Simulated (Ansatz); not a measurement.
Starting cell, SiO2 (rutile):

```
SiO2
1.0
    4.23588     0.00000     0.00000
    0.00000     4.23588     0.00000
    0.00000     0.00000     2.68991
Si O
2 4
Cartesian
  2.11794   2.11794   1.34495
  0.00000   0.00000   0.00000
  3.41830   3.41830   1.34495
  1.30036   2.93552   0.00000
  2.93552   1.30036   0.00000
  0.81758   0.81758   1.34495
```

Scan: atom 5 (O, nearest neighbour Si at 1.774 Å; its periodic images, 2.7 Å or more away, move with it) is displaced along Cartesian x, direction (1.000, 0.000, 0.000) in Cartesian axes, by s. The other atoms stay.

Method: PBE (plane waves to 420 eV, PAW, scalar-relativistic; Ansatz, a program for electronic structure). k mesh 6×6×10 (Γ-centred), Fermi-Dirac smearing 0.05 eV. Energies are smeared free energies. SiO2 was relaxed with its symmetry unable to fall. The PAW data are Ansatz's earlier set. ΔE is measured from the undisplaced structure.

Q: What ΔE (eV/cell) does the calculation give at s (Å) = -0.108, -0.072, 0.072, 0.108, 0.180?

A: 
```tsv
s (Å)	ΔE (eV/cell)
-0.108	0.120
-0.072	0.053
0.072	0.053
0.108	0.120
0.180	0.333
```

(For displaced atoms, the force is minus the slope of the energy, and its curvature is a force constant, which sets phonon frequencies.)
